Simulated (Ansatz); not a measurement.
**What DFT gives for Li2ZrTeN6**

```yaml
crystal:
  lattice:
    - [5.25755, 0.00000, 0.00000]
    - [-2.62878, 4.55317, 0.00000]
    - [-2.62878, 1.51772, 4.69201]
  atoms:
    - { symbol: Li, position: [0.29000, 0.71000, 0.87000] }
    - { symbol: Li, position: [0.76000, 0.24000, 0.28000] }
    - { symbol: Zr, position: [0.99300, 0.00700, 0.97900] }
    - { symbol: Te, position: [0.50000, 0.50000, 0.50000] }
    - { symbol: N, position: [0.12600, 0.27800, 0.23100] }
    - { symbol: N, position: [0.72200, 0.61700, 0.23100] }
    - { symbol: N, position: [0.38300, 0.87400, 0.23100] }
    - { symbol: N, position: [0.22800, 0.38600, 0.72800] }
    - { symbol: N, position: [0.61400, 0.11400, 0.72800] }
    - { symbol: N, position: [0.88600, 0.77200, 0.72800] }
```

Method: r2SCAN, no spin polarisation; PAW, plane waves to 500 eV, 6×6×6 Γ-centred mesh, fermi-dirac occupations (width 0.1 eV) (Ansatz 0.2.0), atoms fixed.

Metal or insulator?

It is a metal, with about 11 states/eV a cell as the mean within 0.25 eV of the Fermi level, mostly N p (94 %).

Describe some of the short contacts.

Li–N at 1.97 Å: least valence density 0.20 e/Å³ and ELF 0.05 there. Zr–N at 2.00 Å: least valence density 0.86 e/Å³ and ELF 0.30 there. Te–N at 2.02 Å: least valence density 0.89 e/Å³ and ELF 0.47 there. Both are smooth PAW fields, read partly inside the augmentation spheres.

Which atom feels the largest force, and which way?

The largest is on N10 (and as large on other atoms): 3.08 eV/Å, components (0.48, -2.37, -1.91). It makes 168° with the line to a nearest neighbour, Zr3 at 2.00 Å, pointing away from it.

Is it stable against the elements?

0.84 eV an atom against the elements' usual phases (free molecules for gases, crystals otherwise, with no correction for O₂ or N₂), so at this geometry it isn't bound against them. Relaxing would lower it.

What does the stress say?

The pressure is 11.8 GPa (compression positive), so with the atoms held at these fractions the cell would first expand; the forces are large, so a full relaxation may end otherwise.

Origin: a known structure type with other elements, at an estimated volume, so it need not be a known compound. Caveats: many states at the Fermi level without spin polarisation, so a magnetic state may lie lower; atoms or cell far from equilibrium.
